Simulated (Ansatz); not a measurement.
Ansatz 0.2.0, relaxation: NiNCl

The input file (Ansatz 0.2.0, plane waves):

```yaml
crystal:
  lattice:
    - [3.79202307, 0.0, 0.0]
    - [0.0, 7.94218058, 0.0]
    - [0.0, 0.0, 3.31250191]
  atoms:
    - { symbol: Ni, position: [0.25, 0.11568, 0.75], spin: 2, spin_axis: [0.0, 0.0, 1.0] }
    - { symbol: Ni, position: [0.75, 0.88432, 0.25], spin: 2, spin_axis: [0.0, 0.0, 1.0] }
    - { symbol: Cl, position: [0.25, 0.33003, 0.25] }
    - { symbol: Cl, position: [0.75, 0.66997, 0.75] }
    - { symbol: "N", position: [0.25, 0.95168, 0.25] }
    - { symbol: "N", position: [0.75, 0.04832, 0.75] }
  symmetry: { tolerance: 0.0003 }
kpoints:
  mp_grid: { grid: [5, 3, 5], shift: [0, 0, 0] }
magnetization:
  noncollinear: true
  spin_orbit: true
scf:
  occupations: { method: fermi_dirac }
  lower_state_search: "off"
hamiltonian:
  pseudopotentials: { kind: paw_fr }
  xc: lda
basis:
  ecutwfc: 420
  fft_grid_basis: typed
relax:
  max_steps: 60
  cell: { p_target: 20.0 }
  f_tol: 0.03
output:
  forces: true
  stress: true
  eigenvalues: true
  bader: true
  populations: true
  elf: true
  write_potential: true
  volumetric_format: npy
  dos:
    e_range: [-12, 8]
    de: 0.05
    projected: { site_lists: { Cl: [Cl], "N": ["N"], Ni: [Ni] } }
    method: { smearing: { sigma: 0.1, scheme: gaussian } }
  write_density: true
checkpoint:
  read: saved_state
```

Launch command:

```bash
ansatz run input.yaml --threads 2 --pin off --max-ram 3584MiB --backend cpu --events-out ev --progress --plain --runs-dir out
```

Origin of the cell: a known structure type with other elements, at an estimated volume, so it need not be a known compound.

The smearing width isn't typed, so it takes its default of 0.1 eV.

The saved state is a converged single point of the same cell.

Steps («new basis» is an SCF on plane waves selected anew at the same cell):

| step | ΔH (meV/atom) | max force component (eV/Å) | P (GPa) | volume (Å³) | SCF iterations | step was |
| --- | --- | --- | --- | --- | --- | --- |
| 1 | 0.0 | 1.445 | -19.59 | 99.76 | 15 | accepted |
| 2 | -463.2 | 0.708 | -10.33 | 87.51 | 13 | accepted |
| 3 | -720.7 | 0.550 | 7.45 | 77.03 | 12 | accepted |
| 4 | -819.3 | 0.452 | 19.44 | 69.45 | 10 | accepted |
| 5 | -837.5 | 0.374 | 22.35 | 66.05 | 12 | accepted |
| 6 | -842.2 | 0.254 | 20.06 | 66.94 | 10 | accepted |
| 7 | -844.3 | 0.012 | 20.41 | 66.62 | 9 | accepted |
| 8 | -844.5 | 0.017 | 20.02 | 66.65 | 8 | accepted |
| 9 | -844.5 | 0.012 | 19.99 | 66.64 | 7 | accepted |
| 10 | -841.1 | 0.011 | 19.68 | 66.64 | 9 | new basis |
| 11 | -841.2 | 0.005 | 20.04 | 66.51 | 8 | accepted |
| 12 | -841.2 | 0.000 | 20.00 | 66.52 | 6 | accepted |
| 13 | -841.1 | 0.000 | 19.99 | 66.52 | 6 | new basis |

Step 1, with forces in eV/Å:

```xyz
6
Lattice="3.792 0.000 0.000 0.000 7.942 0.000 0.000 0.000 3.313" Properties=species:S:1:pos:R:3:forces:R:3 pbc="T T T" step=1
Ni    0.948    0.919    2.484    0.000   -1.031    0.000
Ni    2.844    7.023    0.828    0.000    1.031    0.000
Cl    0.948    2.621    0.828    0.000   -1.445    0.000
Cl    2.844    5.321    2.484    0.000    1.445    0.000
N     0.948    7.558    0.828    0.000    1.102    0.000
N     2.844    0.384    2.484    0.000   -1.102    0.000
```

Step 2, with forces in eV/Å:

```xyz
6
Lattice="3.653 0.000 0.000 0.000 7.601 0.000 0.000 0.000 3.151" Properties=species:S:1:pos:R:3:forces:R:3 pbc="T T T" step=2
Ni    0.913    0.881    2.363    0.000   -0.708    0.000
Ni    2.740    6.720    0.788    0.000    0.708    0.000
Cl    0.913    2.515    0.788    0.000   -0.635    0.000
Cl    2.740    5.087    2.363    0.000    0.635    0.000
N     0.913    7.245    0.788    0.000    0.697    0.000
N     2.740    0.356    2.363    0.000   -0.697    0.000
```

Step 3, with forces in eV/Å:

```xyz
6
Lattice="3.538 0.000 0.000 0.000 7.283 0.000 0.000 0.000 2.990" Properties=species:S:1:pos:R:3:forces:R:3 pbc="T T T" step=3
Ni    0.884    0.836    2.242    0.000    0.109    0.000
Ni    2.653    6.447    0.747    0.000   -0.109    0.000
Cl    0.884    2.417    0.747    0.000    0.550    0.000
Cl    2.653    4.866    2.242    0.000   -0.550    0.000
N     0.884    6.954    0.747    0.000   -0.230    0.000
N     2.653    0.329    2.242    0.000    0.230    0.000
```

Step 4, with forces in eV/Å:

```xyz
6
Lattice="3.497 0.000 0.000 0.000 6.891 0.000 0.000 0.000 2.882" Properties=species:S:1:pos:R:3:forces:R:3 pbc="T T T" step=4
Ni    0.874    0.837    2.161    0.000    0.221    0.000
Ni    2.623    6.054    0.720    0.000   -0.221    0.000
Cl    0.874    2.431    0.720    0.000    0.452    0.000
Cl    2.623    4.460    2.161    0.000   -0.452    0.000
N     0.874    6.551    0.720    0.000   -0.418    0.000
N     2.623    0.340    2.161    0.000    0.418    0.000
```

Step 5, with forces in eV/Å:

```xyz
6
Lattice="3.523 0.000 0.000 0.000 6.504 0.000 0.000 0.000 2.883" Properties=species:S:1:pos:R:3:forces:R:3 pbc="T T T" step=5
Ni    0.881    0.837    2.162    0.000   -0.164    0.000
Ni    2.642    5.667    0.721    0.000    0.164    0.000
Cl    0.881    2.424    0.721    0.000   -0.374    0.000
Cl    2.642    4.080    2.162    0.000    0.374    0.000
N     0.881    6.150    0.721    0.000   -0.270    0.000
N     2.642    0.354    2.162    0.000    0.270    0.000
```

Step 6, with forces in eV/Å:

```xyz
6
Lattice="3.543 0.000 0.000 0.000 6.507 0.000 0.000 0.000 2.904" Properties=species:S:1:pos:R:3:forces:R:3 pbc="T T T" step=6
Ni    0.886    0.828    2.178    0.000   -0.254    0.000
Ni    2.657    5.680    0.726    0.000    0.254    0.000
Cl    0.886    2.396    0.726    0.000   -0.013    0.000
Cl    2.657    4.111    2.178    0.000    0.013    0.000
N     0.886    6.145    0.726    0.000   -0.159    0.000
N     2.657    0.362    2.178    0.000    0.159    0.000
```

Step 7, with forces in eV/Å:

```xyz
6
Lattice="3.557 0.000 0.000 0.000 6.435 0.000 0.000 0.000 2.911" Properties=species:S:1:pos:R:3:forces:R:3 pbc="T T T" step=7
Ni    0.889    0.803    2.183    0.000    0.005    0.000
Ni    2.668    5.631    0.728    0.000   -0.005    0.000
Cl    0.889    2.372    0.728    0.000   -0.011    0.000
Cl    2.668    4.063    2.183    0.000    0.011    0.000
N     0.889    6.051    0.728    0.000   -0.012    0.000
N     2.668    0.384    2.183    0.000    0.012    0.000
```

Step 8, with forces in eV/Å:

```xyz
6
Lattice="3.561 0.000 0.000 0.000 6.403 0.000 0.000 0.000 2.923" Properties=species:S:1:pos:R:3:forces:R:3 pbc="T T T" step=8
Ni    0.890    0.799    2.192    0.000    0.017    0.000
Ni    2.671    5.603    0.731    0.000   -0.017    0.000
Cl    0.890    2.362    0.731    0.000   -0.005    0.000
Cl    2.671    4.041    2.192    0.000    0.005    0.000
N     0.890    6.018    0.731    0.000   -0.015    0.000
N     2.671    0.384    2.192    0.000    0.015    0.000
```

Step 10, with forces in eV/Å:

```xyz
6
Lattice="3.562 0.000 0.000 0.000 6.402 0.000 0.000 0.000 2.923" Properties=species:S:1:pos:R:3:forces:R:3 pbc="T T T" step=10
Ni    0.890    0.800    2.192    0.000   -0.010    0.000
Ni    2.671    5.602    0.731    0.000    0.010    0.000
Cl    0.890    2.361    0.731    0.000    0.004    0.000
Cl    2.671    4.041    2.192    0.000   -0.004    0.000
N     0.890    6.016    0.731    0.000    0.011    0.000
N     2.671    0.386    2.192    0.000   -0.011    0.000
```

Step 13, with forces in eV/Å:

```xyz
6
Lattice="3.561 0.000 0.000 0.000 6.391 0.000 0.000 0.000 2.922" Properties=species:S:1:pos:R:3:forces:R:3 pbc="T T T" step=13
Ni    0.890    0.799    2.192    0.000    0.000    0.000
Ni    2.671    5.592    0.731    0.000    0.000    0.000
Cl    0.890    2.360    0.731    0.000    0.000    0.000
Cl    2.671    4.032    2.192    0.000    0.000    0.000
N     0.890    6.005    0.731    0.000    0.000    0.000
N     2.671    0.386    2.192    0.000    0.000    0.000
```

```yaml
Enthalpy_lowered_by: 841.1 meV/atom
Volume_change: -33.32 %
Final_pressure: 19.99 GPa
Relaxation_steps_listed: 13
```

Caveats: a starting moment was lost; the k mesh is coarse if the cell is a metal; the relaxation held the start's symmetry, so the end may be a saddle point; the run holds no moments, so a magnetic state may lie lower.

Time: 6 min on 2 threads of Arm Neoverse V2, on a shared host, peak memory 0.77 GiB, from a saved density.
